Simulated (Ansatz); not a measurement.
# RbBr$_{3}$: how the smearing width on a coarse mesh moves the results

All numbers below come from Ansatz, DFT PBE, scalar-relativistic, plane waves, PAW.

```xyz
4
Lattice="-2.2586 2.2586 6.4370 2.2586 -2.2586 6.4370 2.2586 2.2586 -6.4370" Properties=species:S:1:pos:R:3 pbc="T T T"
Rb    0.0000    0.0000    0.0000
Br    0.0000    2.2586    3.2185
Br    2.2586    0.0000    3.2185
Br    0.0000    0.0000    6.4370
```

The plane-wave cutoff is 420 eV and the Γ-centred k-mesh is 7×7×7. The spin treatment is unpolarised.

The atoms stay fixed while the smearing width on a coarse mesh is varied. ΔE is the energy extrapolated to zero smearing, less that of the reference run (14×14×14 Γ-centred mesh, Gaussian smearing 0.1 eV). The cell isn't necessarily relaxed at this level. Pressure is positive in compression.

```
rule, width (eV)  ΔE (meV/atom)  ΔF, free energy (meV/atom) P (GPa)
   Gaussian 0.01           1.25                        4.44     0.71
   Gaussian 0.05           1.18                        3.37     0.70
    Gaussian 0.1           0.86                        0.60     0.71
    Gaussian 0.2              ?                           ?        ?
    Gaussian 0.4          -4.83                       -39.7     0.99
```

Task: Fill in the withheld rows.

Result: The withheld rows:

```csv
"rule, width (eV)",ΔE (meV/atom),"ΔF, free energy (meV/atom)",P (GPa)
Gaussian 0.2,-0.44,-8.81,0.77
```